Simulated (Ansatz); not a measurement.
A geometry of Se away from equilibrium: the start of the relaxation of a relaxed Se cell stretched uniformly to 150 % of its volume. All values below come from PBEsol (plane waves to 420 eV, PAW, scalar-relativistic; Ansatz, an electronic-structure program). Γ-centred k-mesh 6×6×4 on the run's cell (coarser than for final values), Fermi–Dirac smearing 0.05 eV.

```xyz
3
Lattice="4.6236 0.0000 0.0000 -2.3118 4.0041 0.0000 0.0000 0.0000 5.8614" Properties=species:S:1:pos:R:3 pbc="T T T"
Se     0.5748     0.9957     2.9307
Se     3.4739     0.0000     4.8845
Se    -1.7370     3.0085     0.9769
```

Question: Which atoms carry the largest force, and which way does it point?

Answer: 1.73 eV/Å, on Se1, Se2, Se3 (atoms numbered as listed); on Se2 its components are (1.73, 0.00, 0.00).

Question: What is the pressure?

Answer: -10.8 GPa, compression positive.

No spin polarisation in the result. Without a van der Waals term the distances between weakly bound units are poorly fixed.

The run could not lose the symmetry of its start.

Without dispersion the volume is uncertain too.
